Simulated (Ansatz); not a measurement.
SnMo3C:
```cif
data_CMo3Sn
_chemical_formula_sum 'Sn1 Mo3 C1'
_space_group_name_H-M_alt 'P 1'
_space_group_IT_number 1
_cell_length_a 4.19701
_cell_length_b 4.19701
_cell_length_c 4.19701
_cell_angle_alpha 90.000
_cell_angle_beta 90.000
_cell_angle_gamma 90.000
loop_
_space_group_symop_operation_xyz
  'x, y, z'
loop_
_atom_site_label
_atom_site_type_symbol
_atom_site_fract_x
_atom_site_fract_y
_atom_site_fract_z
_atom_site_occupancy
Sn1 Sn 0.00000 0.00000 0.00000 1
Mo1 Mo 0.00000 0.50000 0.50000 1
Mo2 Mo 0.50000 0.00000 0.50000 1
Mo3 Mo 0.50000 0.50000 0.00000 1
C1 C 0.50000 0.50000 0.50000 1
```

Relaxed with r²SCAN.

Task: Which orbitals make up the states near the Fermi level in the program Ansatz at the r²SCAN level (PAW)?

Result: Within 0.5 eV of the Fermi level: Mo 4d 86 %. Projections are on Löwdin-orthogonalised atomic valence shells; empty p or d shells of many metals are not among them.

Task: Tabulate the density of states.

Result: States/eV per cell of 5 atoms, in 0.25 eV bins, energy from the Fermi level.

```csv
E (eV),total,Mo 4d,C 2p,Sn 5p
-7.85,0.00,0.00,0.00,0.00
-7.60,0.00,0.00,0.00,0.00
-7.35,0.03,0.02,0.01,0.00
-7.10,0.75,0.36,0.30,0.01
-6.85,1.59,0.69,0.64,0.07
-6.60,1.82,0.76,0.72,0.09
-6.35,1.87,0.77,0.74,0.11
-6.10,2.09,0.85,0.77,0.18
-5.85,2.62,1.03,0.79,0.38
-5.60,2.21,0.92,0.65,0.31
-5.35,1.78,0.80,0.54,0.21
-5.10,1.74,0.83,0.53,0.18
-4.85,2.24,1.13,0.66,0.24
-4.60,3.25,1.66,0.83,0.45
-4.35,5.12,2.70,1.05,0.93
-4.10,5.69,3.28,0.81,1.23
-3.85,5.74,3.63,0.49,1.34
-3.60,6.30,3.90,0.31,1.82
-3.35,2.41,1.22,0.20,0.86
-3.10,1.91,1.08,0.30,0.45
-2.85,2.21,1.50,0.41,0.22
-2.60,2.05,1.72,0.21,0.06
-2.35,2.18,2.03,0.08,0.02
-2.10,2.91,2.75,0.06,0.03
-1.85,2.76,2.64,0.03,0.04
-1.60,2.67,2.59,0.01,0.04
-1.35,1.44,1.35,0.03,0.01
-1.10,6.40,5.60,0.18,0.25
-0.85,6.11,5.15,0.28,0.30
-0.60,3.85,3.03,0.36,0.18
-0.35,2.95,2.40,0.19,0.18
-0.10,3.70,3.12,0.17,0.15
0.15,2.89,2.50,0.08,0.07
0.40,3.85,3.58,0.05,0.05
0.65,4.58,4.28,0.05,0.05
0.90,9.06,8.16,0.07,0.16
1.15,1.61,1.48,0.01,0.03
1.40,1.35,1.21,0.02,0.07
1.65,1.28,1.01,0.04,0.11
1.90,1.73,1.29,0.09,0.13
2.15,2.65,1.90,0.20,0.16
2.40,2.88,2.07,0.24,0.19
2.65,5.01,3.54,0.43,0.34
2.90,4.55,3.15,0.25,0.46
3.15,6.17,4.14,0.36,0.97
3.40,3.67,2.54,0.26,0.62
3.65,3.06,1.68,0.67,0.46
3.90,2.69,1.29,0.52,0.53
4.15,1.57,0.70,0.23,0.40
```

Space group Pm-3m (anti-perovskite). The start of the workflow was typed in or built on a structure type; neither database checked (COD, Materials Project) lists it. Its standing as an ambient phase is unchecked. The cell was relaxed with r²SCAN under the symmetry of its start; whether a distortion lowers the energy is not shown. No spin polarisation was allowed. Its formation energy is positive at this level, so the cell may be metastable or incomplete. Spin–orbit coupling is left out wherever it is not named.

Potentials: the earlier of the program's two PAW sets.
